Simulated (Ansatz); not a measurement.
Ansatz (an electronic-structure program) input:

Ansatz 0.2 input:
```yaml
crystal:
  lattice:
    - [0.0, 2.726729522, 2.726729522]
    - [2.726729522, 0.0, 2.726729522]
    - [2.726729522, 2.726729522, 0.0]
  atoms:
    - { symbol: Cd, position: [0.0, 0.0, 0.0] }
    - { symbol: S, position: [0.5, 0.5, 0.5] }
kpoints:
  mp_grid: { grid: [7, 7, 7] }
hamiltonian:
  xc: hse06
  pseudopotentials: { kind: paw }
scf:
  n_extra_bands: 6
  occupations: { method: fixed }
output:
  eigenvalues: true
  eigenstates:
    e_range: [-9.0, 9.1]
    kpoints:
      - [0.0, 0.135417, -0.28125]  # VBM
      - [0.0, 0.5, 0.5]  # CBM
      - [0.0, 0.0, 0.0]  # GAMMA
      - [0.5, 0.0, 0.5]  # X
      - [0.5, 0.5, 0.5]  # L
      - [0.5, 0.25, 0.75]  # W
      - [0.375, 0.375, 0.75]  # K
      - [0.625, 0.25, 0.625]  # U
```

Output (shortened):

```
Pseudopotential: Cd, paw, valence charge 20
Pseudopotential: S, paw, valence charge 6
Functional definition: HSE06
davidson cushion auto → on  (no smearing: the cushion is to keep the highest requested band from converging to the state above it …
Crystal: 2 atoms, lattice volume = 40.547 Å³
Basis set: ecut = 420 eV, 821 PW (Γ)
Bands: 19, of which v1, the nominal top of the filled ones, is band 13 counted from 1 (12 counted from 0)
Symmetry: 48 space group operations
Space group: Fm-3m (ITA 225), of the structure as read, at distance tolerance 3.4e-5 Å
k-points: 20 of 343
SCF iter   1: F=—  HF=-9157.549159 eV  |F-HF|=—  |Δ(HF+E_count)|=         —  Δρ=1.17e-3  dr2=6.38e-4  ethr=1.77e-3  ⟨swp⟩=8.8  Hψ=1822  notcnv=0
preconditioner: auto → none
SCF iter   2: F=—  HF=-9157.549257 eV  |F-HF|=—  |Δ(HF+E_count)|=   9.81e-5  Δρ=6.10e-4  dr2=1.16e-4  ethr=2.45e-6  ⟨swp⟩=4.7  Hψ=1288  notcnv=0  defer=1
SCF iter   3: F=-9157.549286 eV  HF=-9157.549265 eV  |F-HF|=2.08e-5  |Δ(HF+E_count)|=   8.19e-6  Δρ=2.66e-4  dr2=1.88e-5  ethr=4.44e-7  ⟨swp⟩=3.0  Hψ=993  notcnv=0
SCF 1 stopped early in 3 iterations: F = -9157.549286 eV  dr2 = 1.88e-5
Crystal: 2 atoms, lattice volume = 40.547 Å³
Exchange kernel: α = 0.2500, screened, ω = 0.2079 Å⁻¹, Wigner–Seitz truncation, v(0) = 1046.8882 eV·Å³, q-mesh 7×7×7, nearest image of the exchange supercell L …
Frozen-core exchange: fock
SCF iter   1: F=—  HF=-9161.923820 eV  |F-HF|=—  |Δ(HF+E_count)|=         —  Δρ=7.74e-3  dr2=1.67e-2  ethr=7.25e-7  ⟨swp⟩=7.0  Hψ=1937  notcnv=0
preconditioner: auto → none
SCF iter   2: F=—  HF=-9161.919914 eV  |F-HF|=—  |Δ(HF+E_count)|=   3.91e-3  Δρ=2.83e-3  dr2=2.46e-3  ethr=7.25e-7  ⟨swp⟩=4.0  Hψ=1402  notcnv=0
SCF iter   3: F=—  HF=-9161.928166 eV  |F-HF|=—  |Δ(HF+E_count)|=   8.25e-3  Δρ=1.92e-3  dr2=9.85e-4  ethr=7.25e-7  ⟨swp⟩=4.0  Hψ=1348  notcnv=0
SCF iter   4: F=—  HF=-9161.927968 eV  |F-HF|=—  |Δ(HF+E_count)|=   1.98e-4  Δρ=4.07e-4  dr2=5.58e-5  ethr=7.25e-7  ⟨swp⟩=3.0  Hψ=1138  notcnv=0
SCF iter   5: F=—  HF=-9161.928091 eV  |F-HF|=—  |Δ(HF+E_count)|=   1.23e-4  Δρ=1.97e-4  dr2=1.33e-5  ethr=1.55e-7  ⟨swp⟩=3.1  Hψ=984  notcnv=0
iter 6 solved again at ethr=3.83e-10 eV; its pass at ethr=4.72e-8 eV (dr2=9.95e-8 eV) is discarded
SCF iter   6: F=-9161.928088 eV  HF=-9161.928088 eV  |F-HF|=4.08e-8  |Δ(HF+E_count)|=   3.01e-6  Δρ=2.64e-5  dr2=1.17e-6  ethr=3.83e-10  ⟨swp⟩=3.2  Hψ=1949  notcnv=0
SCF 2 stopped early in 6 iterations: F = -9161.928088 eV  dr2 = 1.17e-6
hybrid outer 1: dexx = +9.419e-3 eV, tail = 2.60e-5 eV
Crystal: 2 atoms, lattice volume = 40.547 Å³
Exchange kernel: α = 0.2500, screened, ω = 0.2079 Å⁻¹, Wigner–Seitz truncation, v(0) = 1046.8882 eV·Å³, q-mesh 7×7×7, nearest image of the exchange supercell L …
Frozen-core exchange: fock
SCF iter   1: F=—  HF=-9161.928124 eV  |F-HF|=—  |Δ(HF+E_count)|=         —  Δρ=5.53e-5  dr2=3.35e-7  ethr=4.99e-7  ⟨swp⟩=3.0  Hψ=911  notcnv=0
preconditioner: auto → none
SCF iter   2: F=-9161.928124 eV  HF=-9161.928124 eV  |F-HF|=2.23e-8  |Δ(HF+E_count)|=   3.85e-8  Δρ=1.77e-5  dr2=6.60e-8  ethr=1.22e-9  ⟨swp⟩=3.9  Hψ=1212  notcnv=0
SCF 3 converged in 2 iterations: F = -9161.928124 eV  dr2 = 6.60e-8
hybrid outer 2: dexx = +2.061e-7 eV, tail = 1.64e-7 eV, Δε = 3.33e-3 eV (about 3.17e-4 eV left of the loop's levels)
NSCF: frozen V_eff on 8 k-points
hybrid SCF converged: 2 outer / 8 inner (+3 warm-up), last move |dexx| = 2.06e-7 eV, tail = 1.64e-7 eV
Stability not checked (fock_operator)
Free energy (F): -9161.928124 eV
Frozen-core exchange: fock
Harris-Foulkes:  -9161.928124 eV  (|F-HF|=2.23e-8)
Internal energy: -9161.928124 eV  (E = F + TS)
E sigma→0 (E₀):  -9161.928124 eV
Fermi energy:    9.235742 eV
--- Per-component energies (eV) ---
  E_band       = -500.545830
  E_kinetic    = 612.390524
  E_local      = -3527.058997  (includes V_loc(G=0)·N_el)
  E_nonlocal   = 63.919577
  E_hartree    = 1637.738188
  E_xc         = -218.834157
  E_vxc        = -245.502903  (∫ρ·V_xc dr)
  E_exx        = -99.663013  (= α·E_x^exact, valence–valence)
  E_paw        = -4645.296748  (= ΣΔE_a)
  E_vpaw       = -480.433493  (= ΣTr[D̂ρ^β])
  E_aug_tail   = 0.000015  (compensation charges beyond the density's cutoff)
  E_ewald      = -2984.428161
  E_core_change = -0.695354  (= ΣΔE_core)
  E_smearing   =  0.000000  (= −TS)
  E_closure    =  0.000000  (closes the sum)
  Σ components = -9161.928124   (vs F -9161.928124, Δ=0.00e0)
  [band-id]    e_kinetic+e_local+e_nonlocal+2·e_hartree+e_vxc+2·e_exx+e_vpaw+e_augmentation_tail = -500.534926   (vs E_band -500.545830, Δ=1.09e-2)
--- Band table (eV; the first three rows and the last of 20) ---
  k-point 0: bands = ["-97.4455", "-57.1870", "-57.1870", "-57.1870", "-4.8787", "0.3458", "0.3458", "0.3745", "0.3745", "0.3745", "8.4493", "8.4493", "8.4493", "11.2241", "19.5706", "19.5706", "19.5706", "21.4457", "22.2736"]
  k-point 1: bands = ["-97.4454", "-57.1872", "-57.1870", "-57.1870", "-4.6859", "0.2875", "0.2875", "0.3560", "0.4095", "0.4095", "7.0717", "8.5822", "8.5822", "12.5607", "18.1286", "19.1617", "19.1617", "20.7717", "20.7717"]
  k-point 2: bands = ["-97.4454", "-57.1879", "-57.1870", "-57.1870", "-4.1906", "0.1546", "0.1546", "0.2871", "0.4960", "0.4960", "5.2314", "8.9007", "8.9007", "13.8060", "17.2473", "17.4817", "17.4817", "21.4577", "21.6146"]
  k-point 19: bands = ["-97.4453", "-57.1878", "-57.1878", "-57.1873", "-3.7456", "0.2017", "0.3351", "0.4277", "0.6298", "1.1238", "5.4371", "5.5684", "7.1278", "13.5051", "16.8896", "18.2840", "18.4336", "22.7831", "23.3182"]
```

Cost: roughly 3 core-minutes on shared cores.

The points marked VBM and CBM come from a semilocal run.

This is a known high-pressure phase of the composition, computed here at zero pressure and temperature. The r²SCAN relaxation kept the symmetry of its start; phonons on a q-mesh show no instability. Scalar-relativistic: spin–orbit coupling is off unless named, which matters more the heavier the elements.

Potentials: the later of the program's two PAW sets.

Ansatz is a plane-wave DFT program.
